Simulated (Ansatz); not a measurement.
MgCd in space group Pmma (No. 51; Cd on 2e, Mg on 2f) at seven volumes, PBEsol in the plane-wave PAW code Ansatz, shape and atoms relaxed at each. One row is withheld.

```csv
V (Å³/atom),P (GPa)
18.678,5.87
19.294,3.56
19.910,1.64
20.526,0.00
21.142,-1.38
21.757,?
22.373,-3.52
```

Task: Fit the shown pressures and predict the withheld one.

Result: P = (3/2)B₀(x^(7/2) − x^(5/2))[1 + (3/4)(B′ − 4)(x − 1)] with x = (V₀/V)^(2/3). Least squares on the six rows gives V₀ = 20.526 Å³/atom, B₀ = 49.9 GPa, B′ = 4.65. At V = 21.757, x = 0.9619 and P = -2.54 GPa. The run itself gave -2.54 GPa.

The workflow started from an entry of the Crystallography Open Database (COD). Whether it is the stable phase at ambient conditions was not checked. The PBEsol relaxation kept the symmetry of its start; its stability against distortions is not shown here.

Potentials: the later of the program's two PAW sets.
